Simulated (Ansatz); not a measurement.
C (graphite type, space group P6_3/mmc)

Space group P6₃/mmc (No. 194); a = b = 2.465 Å, c = 6.729 Å, α = β = 90.00°, γ = 120.00°

```json
[
 {"atom": "C", "site": "2b", "symmetry": "-6m2", "x": "0.0000", "y": "0.0000", "z": "0.2500"},
 {"atom": "C", "site": "2c", "symmetry": "-6m2", "x": "0.3333", "y": "0.6667", "z": "0.2500"}
]
```

Grid over V/V₀ and (c/a)/(c/a)₀, subscript 0 meaning the relaxed cell; the conventional c axis lies along z; no internal relaxation.

Level of theory: PBE-D3(BJ) (plane waves to 420 eV, PAW, scalar-relativistic; Ansatz, an electronic-structure program). k mesh 15×15×5 (Γ-centred), Fermi-Dirac smearing 0.05 eV. E stands for the smeared free energy. With partly filled bands, the response to shear is sensitive to the k mesh, so small differences along c/a are uncertain. C was relaxed with its symmetry unable to fall. The PAW data are Ansatz's earlier set. The last digit holds for this mesh only.

Changes of ΔE (eV/atom) from the point V/V₀ = 1.000, (c/a)/(c/a)₀ = 1.000 when one coordinate moves alone (two changes are said to add if the coupling is within 5 % of the smaller one, nearly so within 20 %):

```csv
point,change
"V/V₀ = 1.000, (c/a)/(c/a)₀ = 0.920",0.0573
"V/V₀ = 1.000, (c/a)/(c/a)₀ = 0.947",0.0251
"V/V₀ = 1.000, (c/a)/(c/a)₀ = 0.973",0.0062
"V/V₀ = 0.920, (c/a)/(c/a)₀ = 1.000",0.0598
"V/V₀ = 0.947, (c/a)/(c/a)₀ = 1.000",0.0254
"V/V₀ = 0.973, (c/a)/(c/a)₀ = 1.000",0.0061
"V/V₀ = 1.027, (c/a)/(c/a)₀ = 1.000",0.0055
"V/V₀ = 1.053, (c/a)/(c/a)₀ = 1.000",0.0211
"V/V₀ = 1.080, (c/a)/(c/a)₀ = 1.000",0.0456
"V/V₀ = 1.000, (c/a)/(c/a)₀ = 1.027",0.0060
"V/V₀ = 1.000, (c/a)/(c/a)₀ = 1.053",0.0236
"V/V₀ = 1.000, (c/a)/(c/a)₀ = 1.080",0.0524
```

**Question.** Do the two effects add at V/V₀ = 0.947, (c/a)/(c/a)₀ = 0.947? Give the computed change.

**Answer.** The sum of the single changes is 0.0254 + (0.0251) = 0.0505; the calculation gives 0.0034, so the coupling contributes -0.0471 (over 20 % of the smaller single change, not additive).

(A scan under strain: stresses follow from slopes of the energy per volume, elastic moduli from its curvatures.)
